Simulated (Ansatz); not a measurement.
# LuTl3 under compression and expansion

```cif
data_structure
_symmetry_space_group_name_H-M 'P 1'
_symmetry_Int_Tables_number 1
_cell_length_a 4.6530
_cell_length_b 4.6530
_cell_length_c 4.6530
_cell_angle_alpha 90.000
_cell_angle_beta 90.000
_cell_angle_gamma 90.000
_cell_volume 100.74
loop_
_atom_site_label
_atom_site_type_symbol
_atom_site_fract_x
_atom_site_fract_y
_atom_site_fract_z
_atom_site_occupancy
Lu1 Lu 0.00000 0.00000 0.00000 1
Tl1 Tl 0.00000 0.50000 0.50000 1
Tl2 Tl 0.50000 0.00000 0.50000 1
Tl3 Tl 0.50000 0.50000 0.00000 1
```

The runs use the primitive cell with vectors (4.653, 0.000, 0.000), (0.000, 4.653, 0.000), (0.000, 0.000, 4.653) Å, to which the k mesh refers.

Conventional cell: a = 4.653 Å, b = 4.653 Å, c = 4.653 Å, α = 90.00°, β = 90.00°, γ = 90.00°. Around Lu (atom 1) lie 12 Tl at 3.29 Å. Around Tl (atom 2) lie 4 Lu at 3.29 Å and 8 Tl at 3.29 Å.

The cell is COD entry 1538927, as deposited and not checked against the literature; nothing was relaxed.

No spin–orbit coupling, which matters for the heavy atoms here.

Methods: DFT, PBEsol, all-electron LAPW, scalar-relativistic (Ansatz 0.2.0); DFT, PBEsol, PAW with Ansatz's default frozen-core files, scalar-relativistic (Ansatz 0.2.0).

For LAPW: a Γ-centred 7×7×7 k mesh, Fermi–Dirac smearing of 0.08 eV, basis error target 1 meV/atom, no spin polarisation. PAW takes a cutoff of 420 eV at this cell (files made with PBE, cores remade for this functional). The Ansatz runs share mesh, smearing and spin set-up. Plane-wave (PAW) pressures include the program's estimate of the Pulay term.

The cell above is scaled evenly, with fractional coordinates and shape held.

| V/V(cell) | V (Å³/atom) | P, LAPW (GPa) | P, PAW (GPa) | free energy over the lowest listed, PAW (meV/atom) |
| --- | --- | --- | --- | --- |
| 0.9400 | 23.674 | 3.66 | 3.65 | 14.6 |
| 0.9600 | 24.177 | 2.17 | 2.16 | 5.5 |
| 0.9800 | 24.681 | 0.85 | 0.84 | 0.9 |
| 0.9900 | 24.933 | 0.25 | 0.24 | 0.0 |
| 1.0000 | 25.185 | -0.31 | -0.32 | 0.1 |
| 1.0100 | 25.437 | -0.84 | -0.85 | 1.0 |
| 1.0200 | 25.689 | -1.33 | -1.34 | 2.7 |
| 1.0400 | 26.192 | -2.23 | -2.24 | 8.4 |
| 1.0600 | 26.696 | -3.03 | -3.04 | 16.7 |

**Question.** What do Birch–Murnaghan fits to the pressures give?

**Answer.** LAPW: V0 = 25.05 Å³/atom, B0 = 56 GPa, B0′ = 5.2; PAW: V0 = 25.04 Å³/atom, B0 = 56 GPa, B0′ = 5.2.

PAW's V0 lies -0.02 % from the all-electron value and its B0 0.1 %. Symmetry fixes shape and coordinates here, so this is the relaxed modulus.
